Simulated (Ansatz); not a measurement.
Mo$_{3}$Se$_{4}$ in space group R-3 (No. 148; Mo on 18f, Se on 6c, Se on 18f), PBEsol in the plane-wave PAW code Ansatz, all energies at zero smearing, with the estimated change up to a 700 eV cutoff added, with one set of potentials and settings (totals compare only within such a set). Cell of 14 atoms (6 Mo, 8 Se): -72786.166 eV.

| element | reference phase | E (eV/atom) |
|---|---|---|
| Mo | Im-3m, 1 atoms in the cell | -4897.4695 |
| Se | P3_121, 3 atoms in the cell | -5424.2079 |

Formation energy per atom, worked out: (-72786.166 − 6×(-4897.4695) − 8×(-5424.2079))/14 = -0.549 eV/atom (-53 kJ per mol of atoms), at 0 K, without zero-point energy or fitted corrections.

The workflow started from a Materials Project entry (that database holds measured and hypothetical structures alike); the Crystallography Open Database files this formula in space group No. 148, but the cells were not matched. Whether it is the stable phase at ambient conditions was not checked. The cell was relaxed with PBEsol under the symmetry of its start; its stability against distortions is not shown here. No spin polarisation was allowed. The references are the lowest solids computed at this level, not always the standard phases.

Potentials: the later of the program's two PAW sets.
